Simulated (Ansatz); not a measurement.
A geometry of TiTe2 away from equilibrium: step 2 of the relaxation of a relaxed TiTe2 cell displaced along its unstable phonon at q = Γ (52i cm⁻¹), largest move 0.15 Å. Level of theory: PBEsol (plane waves to 420 eV, PAW, scalar-relativistic; Ansatz, an electronic-structure program). Γ-centred k-mesh 7×7×5 on the run's cell (coarser than for final values), Fermi–Dirac smearing 0.05 eV.

```xyz
6
Lattice="4.7435 0.0000 0.0000 0.0000 4.8464 0.0000 0.0000 0.0000 6.8821" Properties=species:S:1:pos:R:3:forces:R:3 pbc="T T T" free_energy=-32556.132 pressure_GPa=-0.4
Ti     0.0000     0.1702     0.0405    0.0000    0.3558    0.0535
Ti     2.3717     2.5934     3.4006    0.0000    0.3558   -0.0535
Te     0.0000     2.5908     1.3955    0.0000   -0.0353   -0.0634
Te     2.3717    -0.2532     5.5619    0.0000   -0.3204   -0.0297
Te     0.0000     2.1700     4.7613    0.0000   -0.3204    0.0297
Te     2.3717     0.1676     2.0456    0.0000   -0.0353    0.0634
```

Positions in Å, forces in eV/Å, free energy of the cell in eV (comparable only within this code, potentials and settings). Largest force: 0.36 eV/Å, on Ti1, Ti2 (atoms numbered as listed); the geometry lies 0.21 eV/atom above the end of its relaxation.

No spin polarisation in the result.

The run could not lose the symmetry of its start, so the end can be a saddle point.

The end of the path is a generated cell of TiTe2: the first start was made by placing the elements on the sites of a structure type, and the end was not matched to a known phase here, so it may be hypothetical. Known forms of TiTe2 include space group No. 164.
